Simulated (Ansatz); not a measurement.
Relaxed As (A7 type, space group R-3m):

```
CELL_PARAMETERS angstrom
      1.89202     1.09236     3.36884
     -1.89202     1.09236     3.36884
      0.00000    -2.18472     3.36884
ATOMIC_POSITIONS crystal
  As 0.23031 0.23031 0.23031
  As 0.76969 0.76969 0.76969
```

In this cell atom 2 (As, nearest neighbour As at 2.535 Å; its periodic images, 3.8 Å or more away, move with it) is moved by s along Cartesian z, unit vector (0.000, 0.000, 1.000); all other atoms and the cell stay fixed.

Computed with PBE-D3(BJ) (plane waves to 420 eV, PAW, scalar-relativistic; Ansatz, a program for electronic structure). k mesh 9×9×9 (Γ-centred), Fermi-Dirac smearing 0.05 eV. With partly filled bands, energies and forces of such displacements shift with the k mesh and the smearing. F∥ is the force on the atom along that direction. As was relaxed with its symmetry unable to fall. The PAW data are Ansatz's earlier set. 

| s (Å) | F∥ (eV/Å) |
|---|---|
| -0.250 | 0.914 |
| -0.200 | 0.938 |
| -0.150 | 0.855 |
| -0.100 | 0.664 |
| -0.050 | 0.384 |
| 0.000 | 0.017 |
| 0.050 | -0.398 |
| 0.100 | -0.839 |
| 0.150 | -1.293 |
| 0.200 | -1.748 |
| 0.250 | -2.191 |

What is the force constant k = d²E/ds² of this move at s = 0?

7.91 eV/Å². The forces along the line at the two nearest points give (0.384 − (-0.398)) / (2·0.050) = 7.82 eV/Å²; the next pair corrects for the finite step.

With two atoms in the cell this is the zone-centre optical mode. What wavenumber follows?

240 cm⁻¹. Reduced mass μ = 37.46 u; ν̃ = 521.5·√(k/μ) with k = 7.91 eV/Å².

(A displaced cell: forces are minus the slopes of the energy, force constants its curvatures, and phonons follow from these.)
